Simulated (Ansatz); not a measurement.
The relaxed structure here is a generated cell of GeS: the first start was made by placing the elements on the sites of a structure type, and the end was not matched to a known phase here, so it may be hypothetical.

The end point of a relaxation of GeS. Space group P6₃mc (No. 186). These are PBEsol (plane waves to 420 eV, PAW, scalar-relativistic; Ansatz, a quantum-chemistry and plane-wave program) values and carry that method's errors.

Space group P6₃mc (No. 186); a = 4.532 Å, b = 4.532 Å, c = 5.431 Å, α = 90.00°, β = 90.00°, γ = 120.00°

| atom | site | symmetry | x | y | z |
|---|---|---|---|---|---|
| Ge | 2b | 3m. | 0.3333 | 0.6667 | 0.2643 |
| S | 2b | 3m. | 0.6667 | 0.3333 | 0.2201 |

| Property | Result |
|---|---|
| Volume per atom | 24.15 Å³ |
| Band gap | 0.59 eV, indirect (valence top at H, conduction bottom at 67 % of the way from K to Γ) (no spin-orbit coupling) |
| Smallest direct gap | 1.06 eV at H |
| Shortest distances | Ge–S 2.48 Å |
| k-mesh | 9×9×6 |

No spin polarisation in the result.

The run could not lose the symmetry of its start, so the end can be a saddle point.

It was reached from a disturbed copy of a P6₃/mmc (No. 194) cell, against which it lies -6 meV/atom.
